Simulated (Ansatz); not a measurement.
TiC: checking a database structure before trusting its electric field gradients

The cell is an entry of the Crystallography Open Database (COD).

```
Ti C
1.0
     0.00000    2.16400    2.16400
     2.16400    0.00000    2.16400
     2.16400    2.16400    0.00000
Ti C
1 1
Direct
  0.00000 0.00000 0.00000
  0.50000 0.50000 0.50000
```

Sites (sets of like atoms) are named by element and the number of their first atom in this list.

The numbers come from a DFT calculation in Ansatz (PBE, plane waves and PAW, scalar-relativistic, 420 eV cutoff, Γ-centred 17×17×17 k-points, Fermi–Dirac smearing 0.02 eV).

(1) Do the atoms and the cell lie near the calculated equilibrium?

Results:

(1) Yes. The forces vanish, and the pressure is 0.9 GPa.
